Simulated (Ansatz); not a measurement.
Zr$_{2}$O (Pn-3m), stationary points along a deformation path

Theory: DFT r2SCAN, scalar-relativistic, plane waves, PAW in Ansatz 0.2.0. Settings: plane waves to 500 eV, k-mesh 12×12×12 (Γ-centred), Gaussian smearing 0.15 eV. No spin polarisation. Energies are free energies at this smearing, counted from the undisturbed cell; pressure is positive in compression.

Zero of the scan (relaxed at this level; with this scan's settings it stands at -0.1 GPa; it needn't be the usual structure):

```
Zr O
1.0
     4.84573    0.00000    0.00000
     0.00000    4.84573    0.00000
     0.00000    0.00000    4.84573
Zr O
4 2
Direct
  0.25000 0.25000 0.75000
  0.75000 0.25000 0.25000
  0.25000 0.75000 0.25000
  0.75000 0.75000 0.75000
  0.00000 0.00000 0.00000
  0.50000 0.50000 0.50000
```

At fixed volume and fractional coordinates, lengths along (0.000, 0.000, 1.000) are scaled against those across it; ρ is that ratio over its starting value. V = 18.964 Å³/atom. Δσ is the stress along the axis less the mean stress across it (compression positive).

```
    ρ  ΔE (meV/atom)  Δσ (GPa) space group
0.707          208.0     11.39     P4_2/nnm
0.850           58.7      8.20     P4_2/nnm
1.000            0.0      0.00        Pn-3m
1.200          104.6    -15.53     P4_2/nnm
1.414          398.8    -27.66     P4_2/nnm
```

Q: How does the stress give the slope of the energy, and where is the energy stationary?

A: Along the path d ln(length) is 2/3 d ln ρ on the axis and −1/3 d ln ρ across it, so dE/d ln ρ = −(2/3) V Δσ: the energy falls with ρ where Δσ is positive. Δσ vanishes or changes sign at ρ = 1.000 (Pn-3m), a minimum at 0.0 meV/atom. Pairs of stationary points between two samples would go unseen, and could change a minimum read from distant neighbours into a maximum. At ρ = 1.000 the cell is cubic, where symmetry alone makes the stress isotropic and the slope zero.

No gap shows at this level, though a semilocal functional can close a small gap that the real compound has; without a gap these slopes depend on the k mesh and the smearing.